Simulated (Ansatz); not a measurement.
BiBrO:
```
BiBrO
1.0
    3.92524     0.00000     0.00000
    0.00000     3.92524     0.00000
    0.00000     0.00000     8.54083
Bi Br O
2 2 2
Direct
  0.00000   0.50000   0.85400
  0.50000   0.00000   0.14600
  0.50000   0.00000   0.66869
  0.00000   0.50000   0.33131
  0.00000   0.00000   0.00000
  0.50000   0.50000   0.00000
```

Relaxed with r²SCAN. Special points in fractions of this cell's reciprocal vectors: Γ (0.000, 0.000, 0.000); X (0.000, 0.500, 0.000); M (0.500, 0.500, 0.000); Z (0.000, 0.000, 0.500); R (0.000, 0.500, 0.500); A (0.500, 0.500, 0.500).

Task: List the band energies nearest the valence-band maximum at these points for r²SCAN (plane waves, PAW; program Ansatz).

Result: In eV from the valence-band maximum; about four levels below and three above (degenerate sets whole), none deeper than 8.9 eV; points with the same levels are listed once.

```csv
k,below,above
Γ,-0.83 -0.83 -0.81 -0.81 -0.64,2.75 3.52 5.41 5.41
X,-0.46 -0.46 -0.15 -0.15,4.85 4.85 5.42 5.42
M,-1.08 -1.08 -0.77 -0.77,3.88 3.88 5.61 5.61
Z,-1.00 -0.54 -0.54 -0.24,2.63 3.05 5.29 5.29
R,-0.47 -0.47 -0.13 -0.13,4.73 4.73 5.44 5.44
A,-1.08 -1.08 -0.94 -0.94,4.33 4.33 5.75 5.75
```

Space group P4/nmm. The first step of the workflow began from a Materials Project structure, measured or hypothetical; the Crystallography Open Database files this formula in space group No. 129, but the cells were not matched. Its standing as an ambient phase is unchecked. The cell was relaxed with r²SCAN under the symmetry of its start; its stability against distortions is not shown here. A crystal of weakly bound layers computed without a dispersion correction: the cell and the soft elastic constants depend strongly on that. Scalar-relativistic: spin–orbit coupling is off unless named, which matters more the heavier the elements.

Potentials: the later of the program's two PAW sets.
